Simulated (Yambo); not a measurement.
K$_{3}$CoF$_{6}$ (space group Fm-3m, No. 225), G0W0@PBEsol in Yambo with this input:

```
rim_cut
gw0
dyson
el_el_corr
HF_and_locXC
ppa
em1d
RandQpts= 1000000
RandGvec= 1 Ry
EXXRLvcs= 96 Ry
VXCRLvcs= 384 Ry
Chimod= "HARTREE"
% BndsRnXp
 5 | 303 |
%
NGsBlkXp= 8 Ry
% LongDrXp
 1.0 | 1.0 | 1.0 |
%
PPAPntXp= 27.2114 eV
% GbndRnge
 1 | 303 |
%
GTermKind= "BG"
DysSolver= "n"
ExtendOut
```

On a 2×2×2 mesh, with wavefunctions cut at 96 Ry, the gap (X → X) is 5.155 eV and the valence edge shifts by -1.383 eV.

### Question
What happens with this change: pole fitted at 55 eV?

### Answer
The gap rises by 0.168 eV, to 5.323 eV; the shift of the valence edge becomes -1.491 eV. Neither run is shown to be the converged limit.

Geometry of the Materials Project entry, not relaxed at this level; primitive cell a = b = c = 6.0481 Å, α = β = γ = 60.00°.

The structure is a Materials Project entry; no match was found in the copy of COD used, and its stability was not checked.

The runs are not spin-polarised; magnetic order was not tried.

A shift is the quasiparticle energy of the state minus its PBEsol energy.
